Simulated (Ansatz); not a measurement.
LaN:
```xyz
4
Lattice="4.1150 0.0000 0.0000 -2.0575 3.5637 0.0000 0.0000 0.0000 5.8117" Properties=species:S:1:pos:R:3 pbc="T T T"
La     0.0000     2.3758     5.7825
La     2.0575     1.1879     2.8766
N      0.0000     2.3758     2.4120
N      2.0575     1.1879     5.3179
```

Plane-wave PAW PBEsol (Ansatz code) gives a gap of 0.98 eV without spin–orbit coupling, maximum at K, minimum at Γ.

What happens when spin–orbit coupling is switched on?

The gap falls by 0.01 eV, to 0.97 eV; maximum on the M–K line, 89 % of the way from M, minimum at Γ.

Space group P6_3mc. The workflow started from a Materials Project entry (that database holds measured and hypothetical structures alike); the Crystallography Open Database copy checked does not list it. COD files the formula under space group No. 225. Whether it is the stable phase at ambient conditions was not checked. The PBEsol relaxation kept the symmetry of its start; its stability against distortions is not shown here.

Potentials: the later of the program's two PAW sets.
